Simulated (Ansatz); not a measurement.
Input file for Ansatz (a quantum-chemistry and plane-wave program):

Ansatz 0.2 input:
```yaml
crystal:
  lattice:
    - [2.4882375603, 0.0, 0.0]
    - [-1.2441187802, 2.1548769379, 0.0]
    - [0.0, 0.0, 13.6432095788]
  atoms:
    - { symbol: B, position: [0.3333333333, 0.6666666667, 0.1187583865] }
    - { symbol: B, position: [0.6666666667, 0.3333333333, 0.6187583865] }
    - { symbol: B, position: [0.6666666667, 0.3333333333, 0.8812416135] }
    - { symbol: B, position: [0.3333333333, 0.6666666667, 0.3812416135] }
    - { symbol: N, position: [0.3333333333, 0.6666666667, 0.6188509936] }
    - { symbol: N, position: [0.6666666667, 0.3333333333, 0.1188509936] }
    - { symbol: N, position: [0.6666666667, 0.3333333333, 0.3811490064] }
    - { symbol: N, position: [0.3333333333, 0.6666666667, 0.8811490064] }
kpoints:
  mp_grid: { grid: [13, 13, 2] }
hamiltonian:
  xc: lda
  pseudopotentials: { kind: paw }
scf:
  occupations: { method: fixed }
elastic: { mode: relaxed_ion, stencil: two_point, amplitude: 0.005, f_tol: 0.0005 }
```

Output (shortened):

```
Pseudopotential: B, paw, valence charge 3
Pseudopotential: N, paw, valence charge 5
Functional definition: SPW92
Crystal: 8 atoms, lattice volume = 73.153 Å³
Basis set: ecut = 420 eV, 1359 PW (Γ)
Bands: 24, of which v1, the nominal top of the filled ones, is band 16 counted from 1 (15 counted from 0)
Symmetry: 24 space group operations
Space group: P63/mmc (ITA 194), of the structure as read, at distance tolerance 4.2e-5 Å
k-points: 42 of 338
SCF 1 converged in 10 iterations: F = -2105.337266 eV  dr2 = 3.22e-15
Crystal: 8 atoms, lattice volume = 72.787 Å³
Basis set: ecut = 420 eV, 1355 PW (Γ)
Symmetry: 8 space group operations
k-points: 98 of 338
SCF 2 converged in 9 iterations: F = -2105.332243 eV  dr2 = 8.52e-14
relax step   1: F+E_penalty+E_count = -2105.33224282 eV  Δ(F+E_penalty+E_count) = +0.000e0 eV  max|allowed force component| = 7.093e-2 eV/Å  Δτ_max = 0.0000 Å  (9 SCF iters, accepted)
Crystal: 8 atoms, lattice volume = 72.787 Å³
SCF 3 converged in 9 iterations: F = -2105.332345 eV  dr2 = 7.69e-15
relax step   2: F+E_penalty+E_count = -2105.33234515 eV  Δ(F+E_penalty+E_count) = -1.023e-4 eV  max|allowed force component| = 4.392e-2 eV/Å  Δτ_max = 0.0070 Å  (9 SCF iters, accepted)
Crystal: 8 atoms, lattice volume = 72.787 Å³
SCF 4 converged in 9 iterations: F = -2105.332478 eV  dr2 = 4.74e-15
relax step   3: F+E_penalty+E_count = -2105.33247807 eV  Δ(F+E_penalty+E_count) = -1.329e-4 eV  max|allowed force component| = 2.023e-3 eV/Å  Δτ_max = 0.0057 Å  (9 SCF iters, accepted)
Crystal: 8 atoms, lattice volume = 72.787 Å³
SCF 5 converged in 8 iterations: F = -2105.332479 eV  dr2 = 4.37e-14
relax step   4: F+E_penalty+E_count = -2105.33247918 eV  Δ(F+E_penalty+E_count) = -1.104e-6 eV  max|allowed force component| = 3.035e-4 eV/Å  Δτ_max = 0.0007 Å  (8 SCF iters, accepted)
Crystal: 8 atoms, lattice volume = 72.787 Å³
SCF 6 converged in 2 iterations: F = -2105.332479 eV  dr2 = 1.13e-14
Crystal: 8 atoms, lattice volume = 73.519 Å³
Basis set: ecut = 420 eV, 1387 PW (Γ)
SCF 7 converged in 9 iterations: F = -2105.332153 eV  dr2 = 4.75e-14
relax step   1: F+E_penalty+E_count = -2105.33215304 eV  Δ(F+E_penalty+E_count) = +0.000e0 eV  max|allowed force component| = 6.602e-2 eV/Å  Δτ_max = 0.0000 Å  (9 SCF iters, accepted)
Crystal: 8 atoms, lattice volume = 73.519 Å³
SCF 8 converged in 9 iterations: F = -2105.332360 eV  dr2 = 4.60e-15
relax step   2: F+E_penalty+E_count = -2105.33235967 eV  Δ(F+E_penalty+E_count) = -2.066e-4 eV  max|allowed force component| = 1.881e-3 eV/Å  Δτ_max = 0.0033 Å  (9 SCF iters, accepted)
Crystal: 8 atoms, lattice volume = 73.519 Å³
SCF 9 converged in 8 iterations: F = -2105.332360 eV  dr2 = 5.10e-15
relax step   3: F+E_penalty+E_count = -2105.33236038 eV  Δ(F+E_penalty+E_count) = -7.099e-7 eV  max|allowed force component| = 2.843e-4 eV/Å  Δτ_max = 0.0007 Å  (8 SCF iters, accepted)
Crystal: 8 atoms, lattice volume = 73.519 Å³
SCF 10 converged in 2 iterations: F = -2105.332360 eV  dr2 = 1.00e-15
Crystal: 8 atoms, lattice volume = 72.787 Å³
[...]
Crystal: 8 atoms, lattice volume = 73.152 Å³
SCF 41 converged in 12 iterations: F = -2105.339442 eV  dr2 = 5.24e-14
relax step   7: F+E_penalty+E_count = -2105.33944213 eV  Δ(F+E_penalty+E_count) = -1.714e-3 eV  max|allowed force component| = 1.139e-2 eV/Å  Δτ_max = 0.1536 Å  (12 SCF iters, accepted)
Crystal: 8 atoms, lattice volume = 73.152 Å³
SCF 42 converged in 13 iterations: F = -2105.346989 eV  dr2 = 9.67e-14
relax step   8: F+E_penalty+E_count = -2105.34698894 eV  Δ(F+E_penalty+E_count) = -7.547e-3 eV  max|allowed force component| = 1.475e-2 eV/Å  Δτ_max = 0.1954 Å  (13 SCF iters, accepted)
Crystal: 8 atoms, lattice volume = 73.152 Å³
SCF 43 converged in 14 iterations: F = -2105.357220 eV  dr2 = 3.07e-15
relax step   9: F+E_penalty+E_count = -2105.35721980 eV  Δ(F+E_penalty+E_count) = -1.023e-2 eV  max|allowed force component| = 2.885e-2 eV/Å  Δτ_max = 0.1948 Å  (14 SCF iters, accepted)
Crystal: 8 atoms, lattice volume = 73.152 Å³
SCF 44 converged in 14 iterations: F = -2105.363189 eV  dr2 = 2.63e-14
relax step  10: F+E_penalty+E_count = -2105.36318945 eV  Δ(F+E_penalty+E_count) = -5.970e-3 eV  max|allowed force component| = 3.516e-2 eV/Å  Δτ_max = 0.1938 Å  (14 SCF iters, accepted)
Crystal: 8 atoms, lattice volume = 73.152 Å³
SCF 45 converged in 12 iterations: F = -2105.363876 eV  dr2 = 9.64e-14
relax step  11: F+E_penalty+E_count = -2105.36387645 eV  Δ(F+E_penalty+E_count) = -6.870e-4 eV  max|allowed force component| = 1.953e-2 eV/Å  Δτ_max = 0.0570 Å  (12 SCF iters, accepted)
Crystal: 8 atoms, lattice volume = 73.152 Å³
SCF 46 converged in 13 iterations: F = -2105.364206 eV  dr2 = 6.34e-15
relax step  12: F+E_penalty+E_count = -2105.36420562 eV  Δ(F+E_penalty+E_count) = -3.292e-4 eV  max|allowed force component| = 5.738e-3 eV/Å  Δτ_max = 0.0587 Å  (13 SCF iters, accepted)
Crystal: 8 atoms, lattice volume = 73.152 Å³
SCF 47 converged in 11 iterations: F = -2105.364262 eV  dr2 = 5.38e-14
relax step  13: F+E_penalty+E_count = -2105.36426193 eV  Δ(F+E_penalty+E_count) = -5.632e-5 eV  max|allowed force component| = 4.352e-3 eV/Å  Δτ_max = 0.0265 Å  (11 SCF iters, accepted)
Crystal: 8 atoms, lattice volume = 73.152 Å³
SCF 48 converged in 10 iterations: F = -2105.364263 eV  dr2 = 5.48e-15
relax step  14: F+E_penalty+E_count = -2105.36426287 eV  Δ(F+E_penalty+E_count) = -9.324e-7 eV  max|allowed force component| = 2.701e-3 eV/Å  Δτ_max = 0.0047 Å  (10 SCF iters, accepted)
Crystal: 8 atoms, lattice volume = 73.152 Å³
SCF 49 converged in 10 iterations: F = -2105.364264 eV  dr2 = 1.46e-14
relax step  15: F+E_penalty+E_count = -2105.36426407 eV  Δ(F+E_penalty+E_count) = -1.199e-6 eV  max|allowed force component| = 1.362e-3 eV/Å  Δτ_max = 0.0022 Å  (10 SCF iters, accepted)
Crystal: 8 atoms, lattice volume = 73.152 Å³
SCF 50 converged in 8 iterations: F = -2105.364264 eV  dr2 = 3.29e-15
relax step  16: F+E_penalty+E_count = -2105.36426413 eV  Δ(F+E_penalty+E_count) = -6.797e-8 eV  max|allowed force component| = 4.193e-4 eV/Å  Δτ_max = 0.0001 Å  (8 SCF iters, accepted)
Crystal: 8 atoms, lattice volume = 73.152 Å³
SCF 51 converged in 2 iterations: F = -2105.364264 eV  dr2 = 6.55e-16
2 of the elastic batch's strained cells closed on another state than the unstrained crystal's, so that the constants are between two states. The farthest is the member of strain η4, δ = +5.0e-3: the two states' filled orbitals part by 0.864, averaged over the …
WARN: C44 and the rest of its column (C14 to C64, from strain 23), every constant that the crystal's symmetry builds from them, which can be the whole tensor …
SCF converged after 10 iterations
Free energy (F): -2105.337266 eV
Harris-Foulkes:  -2105.337266 eV  (|F-HF|=0.00e0)
Internal energy: -2105.337266 eV  (E = F + TS)
E sigma→0 (E₀):  -2105.337266 eV
Fermi energy:    4.469012 eV
--- Per-component energies (eV) ---
  E_band       = -90.142214
  E_kinetic    = 735.084537
  E_local      = -1471.948602  (includes V_loc(G=0)·N_el)
  E_nonlocal   = 240.255605
  E_hartree    = 479.743920
  E_xc         = -364.900135
  E_vxc        = -455.049278  (∫ρ·V_xc dr)
  E_paw        = -767.443022  (= ΣΔE_a)
  E_vpaw       = -97.972690  (= ΣTr[D̂ρ^β])
  E_aug_tail   = 0.000375  (compensation charges beyond the density's cutoff)
  E_ewald      = -956.633458
  E_core_change = 0.503513  (= ΣΔE_core)
  E_smearing   =  0.000000  (= −TS)
  E_closure    =  0.000000  (closes the sum)
  Σ components = -2105.337266   (vs F -2105.337266, Δ=0.00e0)
--- Forces (eV/Å), atoms counted from 1 ---
  atom   1  B      0.00000000     0.00000000     0.00032670
  atom   2  B      0.00000000     0.00000000     0.00032670
  atom   3  B      0.00000000     0.00000000    -0.00032670
  atom   4  B      0.00000000     0.00000000    -0.00032670
  atom   5  N      0.00000000     0.00000000     0.00017163
  atom   6  N      0.00000000     0.00000000     0.00017163
  atom   7  N      0.00000000     0.00000000    -0.00017163
  atom   8  N      0.00000000     0.00000000    -0.00017163
  max |Σ_I F_I| component: 8.33e-17 eV/Å
--- Stress (GPa, compression-positive) ---
       -0.004289       0.000000       0.000000
        0.000000      -0.004289       0.000000
        0.000000       0.000000       0.027845
  P = ⅓ Tr σ = 0.0064 GPa (0.064 kbar)
--- Band table (eV; the first three rows and the last of 42) ---
  k-point 0: bands = ["-13.3911", "-13.3082", "-13.2076", "-13.1173", "-2.0333", "-1.3761", "-0.9233", "-0.0501", "2.9778", "2.9778", "2.9861", "2.9861", "3.0004", "3.0004", "3.0095", "3.0095", "9.0474", "11.0026", "11.6969", "14.0720", "15.9098", "15.9098", …
  k-point 1: bands = ["-13.3592", "-13.3592", "-13.1530", "-13.1530", "-1.8084", "-1.8084", "-0.3872", "-0.3872", "2.9814", "2.9814", "2.9814", "2.9814", "3.0059", "3.0059", "3.0059", "3.0059", "9.7015", "9.7015", "13.1786", "13.1786", "15.9252", "15.9252", "15.9252", "15.9252"]
  k-point 2: bands = ["-13.2739", "-13.1920", "-13.0927", "-13.0038", "-1.8712", "-1.2195", "-0.7691", "0.0965", "2.5009", "2.5147", "2.5188", "2.5387", "2.7481", "2.7571", "2.7726", "2.7825", "9.2555", "11.1545", "11.8560", "14.0296", "15.8190", "15.8354", "15.9181", "15.9491"]
  k-point 41: bands = ["-9.5648", "-9.5648", "-9.5181", "-9.5181", "-3.8468", "-3.8468", "-3.7516", "-3.7516", "-2.6319", "-2.6319", "-2.5607", "-2.5607", "3.9379", "3.9379", "4.3774", "4.3774", "8.6246", "8.6246", "9.4151", "9.4151", "15.2691", "15.2691", "16.7931", "16.7931"]
--- Elastic constants: 3 strain directions × 2 members + reference (group order 24) ---
  dense FFT box of the reference and of every strained cell: 18×18×96
  strains applied: 11, 33, 23; error gains …
  C = ∂σ_k/∂η_j (tension-positive GPa; Voigt order 11 22 33 23 13 12):
       877.817    209.647     -0.781      0.000      0.000      0.000
       209.647    877.817     -0.781      0.000      0.000      0.000
        -0.824     -0.824     24.479      0.000      0.000      0.000
         0.000      0.000      0.000    -78.365      0.000      0.000
         0.000      0.000      0.000      0.000    -78.365      0.000
         0.000      0.000      0.000      0.000      0.000    334.085
  reference stress σ⁰ (GPa):      0.004      0.004     -0.028      0.000      0.000      0.000
  moduli (Voigt/Reuss/Hill, GPa): K = 244.02/23.36/133.69   G = 140.28/140.97/140.62   E = 312.35   ν = 0.111
  mechanically stable: NO (min eigenvalue of sym C = -78.36 GPa)
  the cell is mechanically unstable, and its weakest contacts join parallel layers …
  the layer in its plane, per area (N/m: the tensor there times 13.6432 Å, the cell's volume per area …
    of the cell's 4 layers together, so a stiff one can hide an unstable one:
    C11 = 1197.62   C22 = 1197.62   C12 = 286.03   C66 = 455.80   C16 =  0.00   C26 =  0.00
  moduli of the layer (Voigt/Reuss/Hill, N/m): K = 741.83/741.83/741.83   G = 455.80/455.80/455.80   E = 1129.31   ν = 0.239
  mechanically stable in its plane: yes (min eigenvalue of those constants = 455.80 N/m; a buckling out of the plane is not judged)
  harmonic check of the ions' relaxations: strain 23: 1 of 1 pair far from harmonic (see the warning)
  the stresses are not corrected for the forces that the relaxations left standing (`elastic.f_tol`)
  strain η (Voigt 11):  stress-route row diagonal C_11 = 877.82 GPa, energy-path curvature d²(F+E_count+ΔE)/dδ²/Ω₀ = 877.14 GPa
         δ    σ_11 (GPa)             F (eV)   n_scf  n_hpsi   n_pw
    -5.000e-3      -4.4410       -2105.3324792       2   18153   1446   relax 4 steps, max|allowed force component| 3.04e-4 eV/Å
     5.000e-3       4.3372       -2105.3323604       2   18090   1460   relax 3 steps, max|allowed force component| 2.84e-4 eV/Å
  strain η (Voigt 33):  stress-route row diagonal C_33 = 24.48 GPa, energy-path curvature d²(F+E_count+ΔE)/dδ²/Ω₀ = 25.08 GPa
         δ    σ_33 (GPa)             F (eV)   n_scf  n_hpsi   n_pw
    -5.000e-3      -0.1528       -2105.3372932       2    7711   1444   relax 3 steps, max|allowed force component| 1.05e-4 eV/Å
     5.000e-3       0.0919       -2105.3373062       2    7718   1458   relax 2 steps, max|allowed force component| 1.90e-4 eV/Å
  strain η (Voigt 23):  stress-route row diagonal C_44 = -78.36 GPa, energy-path curvature d²(F+E_count+ΔE)/dδ²/Ω₀ = -4698.28 GPa
         δ    σ_23 (GPa)             F (eV)   n_scf  n_hpsi   n_pw
    -5.000e-3       0.3918       -2105.3642641       2   18058   1452   relax 16 steps, max|allowed force component| 4.17e-4 eV/Å
     5.000e-3      -0.3918       -2105.3642641       2   18036   1452   relax 16 steps, max|allowed force component| 4.19e-4 eV/Å
```

Cost: roughly 5 core-minutes on shared cores.

Space group P6_3/mmc. A made-up cell: these elements were put on the sites of a structure type. Its sites differ from those of the usual phase in this space group: another stacking or structure type. The LDA relaxation kept the symmetry of its start; phonons on a q-mesh show weakly imaginary modes. The volume moved by 53 % from the start of the relaxation. A crystal of weakly bound layers computed without a dispersion correction: the cell and the soft elastic constants depend strongly on that.

Potentials: the later of the program's two PAW sets.

Ansatz is a plane-wave DFT program.
